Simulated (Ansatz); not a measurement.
Relaxed GaN (zinc blende):

```
CELL_PARAMETERS angstrom
      0.00000     4.54850     4.54850
      2.27425     2.27425     4.54850
      2.27425     2.27425     0.00000
ATOMIC_POSITIONS crystal
  N  0.00000 0.75000 0.75000
  N  0.50000 0.75000 0.75000
  Ga 0.00000 0.00000 0.00000
  Ga 0.50000 0.00000 0.00000
```

The atoms are displaced by Q × the pattern below (from a DFPT mode at X = (0.5, 0.5, 0.0), largest move 1; Q in Å), at fixed cell. It is one choice among 2 degenerate patterns. (q is in reciprocal vectors of the primitive cell; the cell shown is doubled to hold the pattern.)

```json
[
 {"atom": "N1", "x": "-0.570", "y": "0.000", "z": "0.000"},
 {"atom": "N2", "x": "0.570", "y": "0.000", "z": "0.000"},
 {"atom": "Ga3", "x": "0.000", "y": "-1.000", "z": "0.000"},
 {"atom": "Ga4", "x": "0.000", "y": "1.000", "z": "0.000"}
]
```

Calculation: PBE (plane waves to 420 eV, PAW, scalar-relativistic; Ansatz, a program for electronic structure). k mesh 12×12×12 (Γ-centred), Fermi-Dirac smearing 0.05 eV. Energies are smeared free energies. GaN was relaxed with its symmetry unable to fall. ΔE is measured from the undisplaced structure.

```json
[
 {"Q (Å)": "-0.1000", "ΔE (meV/cell)": "93.0"},
 {"Q (Å)": "-0.0833", "ΔE (meV/cell)": "64.7"},
 {"Q (Å)": "-0.0667", "ΔE (meV/cell)": "withheld"},
 {"Q (Å)": "-0.0500", "ΔE (meV/cell)": "23.3"},
 {"Q (Å)": "-0.0333", "ΔE (meV/cell)": "10.4"},
 {"Q (Å)": "-0.0167", "ΔE (meV/cell)": "2.6"},
 {"Q (Å)": "0.0000", "ΔE (meV/cell)": "0.0"},
 {"Q (Å)": "0.0167", "ΔE (meV/cell)": "2.6"},
 {"Q (Å)": "0.0333", "ΔE (meV/cell)": "10.4"},
 {"Q (Å)": "0.0500", "ΔE (meV/cell)": "23.3"},
 {"Q (Å)": "0.0667", "ΔE (meV/cell)": "withheld"},
 {"Q (Å)": "0.0833", "ΔE (meV/cell)": "64.7"},
 {"Q (Å)": "0.1000", "ΔE (meV/cell)": "93.0"}
]
```

Fit an even polynomial form (powers 2, 4) to the given rows and predict ΔE at Q = -0.0667.

Least squares on the 11 given rows: ΔE = (9357)·Q² + (-5592)·Q⁴, in meV/cell with Q in Å; root-mean-square residual 0.03 meV/cell. At -0.0667 the fit gives 41.5 meV/cell; the calculation gives 41.4 meV/cell, so the interpolation is off by 0.1 (+0.2 %). The quadratic term alone would give 41.6 meV/cell.

(For displaced atoms, the force is minus the slope of the energy, and its curvature is a force constant, which sets phonon frequencies.)
